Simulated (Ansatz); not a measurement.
RuW:
```yaml
crystal:
  lattice:
    - [1.37488, -4.97968, 0.00000]
    - [1.37488, 4.97968, 0.00000]
    - [0.00000, 0.00000, 4.28925]
  atoms:
    - { symbol: W, position: [0.67195, 0.32805, 0.25000] }
    - { symbol: Ru, position: [0.93159, 0.06841, 0.25000] }
    - { symbol: W, position: [0.32805, 0.67195, 0.75000] }
    - { symbol: Ru, position: [0.06841, 0.93159, 0.75000] }
```

Relaxed with PBEsol. Special points in fractions of this cell's reciprocal vectors: Γ (0.000, 0.000, 0.000); Y (-0.500, 0.500, 0.000); C0 (-0.269, 0.731, 0.000); Σ0 (0.269, 0.269, 0.000); Z (0.000, 0.000, 0.500); A0 (0.269, 0.269, 0.500); E0 (-0.269, 0.731, 0.500); T (-0.500, 0.500, 0.500); S (0.000, 0.500, 0.000); R (0.000, 0.500, 0.500).

List the band energies nearest the Fermi level at these points for DFT-PBEsol in the program Ansatz with PAW potentials.

In eV from the Fermi level; about four levels below and three above (degenerate sets whole), none deeper than 8.9 eV; points with the same levels are listed once.

| k | below | above |
|---|---|---|
| Γ | -0.68 -0.51 -0.47 -0.29 | 1.52 1.87 2.46 |
| Y | -1.14 -1.03 -0.92 -0.07 | 0.34 1.90 2.54 |
| C0 | -1.59 -1.27 -0.93 -0.04 | 1.23 1.66 2.68 |
| Z | -1.42 -1.42 -0.25 -0.25 | 0.99 0.99 1.76 1.76 |
| A0 | -0.98 -0.98 -0.02 -0.02 | 0.68 0.68 2.89 2.89 |
| T | -0.80 -0.80 -0.17 -0.17 | 2.35 2.35 2.75 2.75 |
| S | -1.67 -1.53 -0.37 -0.13 | 1.20 1.99 2.11 |
| R | -0.40 -0.40 -0.02 -0.02 | 0.55 0.55 2.26 2.26 |

Space group Cmcm. The start of the workflow was typed in or built on a structure type; neither database checked (COD, Materials Project) lists it. Its standing as an ambient phase is unchecked. The PBEsol relaxation kept the symmetry of its start; its stability against distortions is not shown here. No spin polarisation was allowed. Its formation energy is positive at this level, so the cell may be metastable or incomplete. Spin–orbit coupling is left out wherever it is not named.

Potentials: the later of the program's two PAW sets.
